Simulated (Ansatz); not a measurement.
ScPd$_{3}$ (Cu3Au type, space group No. 221) at seven volumes, the program Ansatz at the r²SCAN level (PAW), scaled uniformly. One row is withheld.

| V (Å³/atom) | P (GPa) |
|---|---|
| 14.279 | ? |
| 14.750 | 11.47 |
| 15.220 | 5.23 |
| 15.691 | 0.00 |
| 16.162 | -4.38 |
| 16.633 | -8.05 |
| 17.103 | -11.10 |

Task: Fit the shown pressures and predict the withheld one.

Result: Third-order Birch–Murnaghan: P = (3/2)B₀(x^(7/2) − x^(5/2))[1 + (3/4)(B′ − 4)(x − 1)] with x = (V₀/V)^(2/3). Least squares on the six rows gives V₀ = 15.691 Å³/atom, B₀ = 159.2 GPa, B′ = 4.93. At V = 14.279, x = 1.0649 and P = 18.95 GPa. The run itself gave 18.92 GPa.

Space group Pm-3m (Cu3Au type). The workflow started from an entry of the Crystallography Open Database (COD). Whether it is the stable phase at ambient conditions was not checked. The r²SCAN relaxation kept the symmetry of its start; whether a distortion lowers the energy is not shown. No spin polarisation was allowed.

Potentials: the later of the program's two PAW sets.
